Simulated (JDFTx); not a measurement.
Part of a log of JDFTx (a modified build) for chlorobenzene, C6H5Cl (SMILES Clc1ccccc1), charge 0, multiplicity 1 (PBE, GBRV ultrasoft potentials, plane waves to 20/100 Ha):

```
unit cell volume = 8315.64
Chosen fftbox size, S = [  120  108  70  ]
unit cell volume = 8315.64
Chosen fftbox size, S = [  108  96  60  ]
  'Cl' pseudopotential, 'SLA  PW   PBX  PBC' functional
  7 valence electrons, 2 orbitals, 6 projectors, 909 radial grid points, with lMax = 2
  'C' pseudopotential, 'SLA  PW   PBE  PBE' functional
  4 valence electrons, 2 orbitals, 4 projectors, 721 radial grid points, with lMax = 1
  'H' pseudopotential, 'SLA  PW   PBX  PBC' functional
  1 valence electrons, 1 orbitals, 2 projectors, 615 radial grid points, with lMax = 0
Initialized 3 species with 12 total atoms.
Folded 1 k-points by 1x1x1 to 1 k-points.
nElectrons:  36.000000   nBands: 18   nStates: 1
average nbasis = 35451.000 , ideal nbasis = 35525.027
Correction to mu due to finite nuclear width = -0.00429543
   Cavity determined by nc: 0.00142 and sigma: 0.707107
   Nonlocal vdW cavity from gaussian model electron density with norm = 8 and sigma = 0.993594 bohr
   Charge asymmetry in cavity with sensitivity pCavity = 36.5 e-bohr/Eh
   Electrostatic cavity expanded by eta = 1.46 bohrs
   Weighted density cavitation model constrained by Nbulk: 0.0049383 bohr^-3, Pvap: 3.14029 kPa, Rvdw: 2.61727 bohr and sigmaBulk: 4.62e-05 Eh/bohr^2 at T: 298 K.
   Weighted density dispersion model using vdW pair potentials with single solvent site with sqrtC6eff: 0.77 SI.
[...]
	Linear fluid (dielectric constant: 78.4, screening length: 4.0613 Bohr) occupying 0.747686 of unit cell:	Completed after 16 iterations
[... later lines of the fluid solver are left out ...]
ElecMinimize: Iter:   0  Etot: -52.222492878268930  |grad|_K:  3.311e-05  alpha:  1.000e+00
ElecMinimize: Iter:   1  Etot: -52.223425038525178  |grad|_K:  1.604e-05  alpha:  1.331e+00  linmin: -5.158e-03
[... lines cut ...]
ElecMinimize: Iter:   7  Etot: -52.223652107158266  |grad|_K:  4.057e-07  alpha:  1.099e+00  linmin:  2.208e-03
ElecMinimize: Iter:   8  Etot: -52.223652225005878  |grad|_K:  2.176e-07  alpha:  1.125e+00  linmin: -1.613e-05
ElecMinimize: Iter:   9  Etot: -52.223652230520791  |grad|_K:  2.323e-07  alpha:  5.873e-01  linmin: -7.749e-02
ElecMinimize: Iter:  10  Etot: -52.223652252388192  |grad|_K:  1.988e-07  alpha:  5.570e-01  linmin: -1.058e-05
ElecMinimize: Converged (|Delta Etot|<1.000000e-07 for 2 iters).

# Energy components:
   A_diel =       -0.0012628070067657
   Eewald =       48.8794645000800116
       EH =       90.2227607586362979
     Eloc =     -210.5302070856745615
      Enl =        7.1229372100189394
      Exc =      -17.2903722620869367
 Exc_core =        1.8242238285264021
       KE =       27.5488036051184402
-------------------------------------
     Etot =      -52.2236522523881916


	eMin: -0.818079 at state 0 ( [ +0.000000 +0.000000 +0.000000 ] spin 0 )
	HOMO: -0.222955 at state 0 ( [ +0.000000 +0.000000 +0.000000 ] spin 0 )
```

Which solvation model was used?
(A) SCCS (anion parameters)
(B) CANDLE
(C) SaLSA
(D) SCCS (cation parameters)

B, CANDLE. The liquid was water (dielectric constant 78.4), 2 M NaF.
